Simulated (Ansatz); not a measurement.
## Energy over volume and axial ratio for CdS (wurtzite)

CdS (wurtzite)

```
CELL_PARAMETERS angstrom
      4.16356     0.00000     0.00000
     -2.08178     3.60575     0.00000
      0.00000     0.00000     6.76722
ATOMIC_POSITIONS crystal
  Cd 0.66667 0.33333 0.00099
  Cd 0.33333 0.66667 0.50099
  S  0.66667 0.33333 0.62421
  S  0.33333 0.66667 0.12421
```

The relaxed cell is deformed in two ways at once: its volume V is scaled, and at that volume it is stretched along z (the c axis of the conventional cell) so that c/a changes. Fractional atomic positions are held.

All values below come from r2SCAN (plane waves to 500 eV, PAW, scalar-relativistic; Ansatz, a quantum-chemistry and plane-wave program). k mesh 9×9×5 (Γ-centred), Fermi-Dirac smearing 0.05 eV. Energies are smeared free energies. Compression counts positive. As the atoms are clamped, bonds stretch with the cell, which overstates energies and stresses. CdS was relaxed with its symmetry unable to fall. ΔE is measured from the relaxed starting cell.

ΔE (eV/atom), with V/V₀ across and (c/a)/(c/a)₀ down:

```
(c/a)/(c/a)₀ \ V/V₀   0.920   0.960   1.000   1.040   1.080
-------------------  ------  ------  ------  ------  ------
0.960                0.0476  0.0189  0.0094  0.0155  0.0340
0.980                0.0385  0.0108  0.0023  0.0091  0.0284
1.000                0.0356  0.0082  0.0000  0.0071  0.0266
1.020                0.0382  0.0106  0.0021  0.0089  0.0282
1.040                0.0457  0.0172  0.0080  0.0142  0.0328
```

σzz (GPa), with V/V₀ across and (c/a)/(c/a)₀ down:

```
(c/a)/(c/a)₀ \ V/V₀  0.920  0.960  1.000  1.040  1.080
-------------------  -----  -----  -----  -----  -----
0.960                 10.4    6.4    3.1    0.5   -1.6
0.980                  8.1    4.4    1.5   -0.9   -2.8
1.000                  6.1    2.7    0.0   -2.2   -3.9
1.020                  4.3    1.2   -1.3   -3.2   -4.8
1.040                  2.8   -0.1   -2.4   -4.2   -5.6
```

Key numbers:

| Property | Result |
|---|---|
| Modulus against c/a change at fixed volume, (3/4V)·∂²E/∂(ln c/a)² (fit, atoms clamped) | 51 GPa, an upper bound as the atoms could relax |
| Lowest place on the grid | V/V₀ = 1.000, (c/a)/(c/a)₀ = 1.000 (0.0 meV/atom) |
| Highest place on the grid | V/V₀ = 0.920, (c/a)/(c/a)₀ = 0.960 (47.6 meV/atom) |

(A scan under strain: stresses follow from slopes of the energy per volume, elastic moduli from its curvatures.)
